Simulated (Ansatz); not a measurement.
According to PBE in the plane-wave PAW code Ansatz, B in the cubic phase (Pm-3m; B on 6f) relaxes to a = 4.157 Å.

Electronic character: metallic (no gap).

An equation-of-state fit gives a bulk modulus of 126 GPa.

The start of the workflow was typed in or built on a structure type; neither database checked (COD, Materials Project) lists it. It is not the phase usual at ambient conditions (space group No. 166). The cell was relaxed with PBE under the symmetry of its start; its stability against distortions is not shown here.

Potentials: the earlier of the program's two PAW sets.
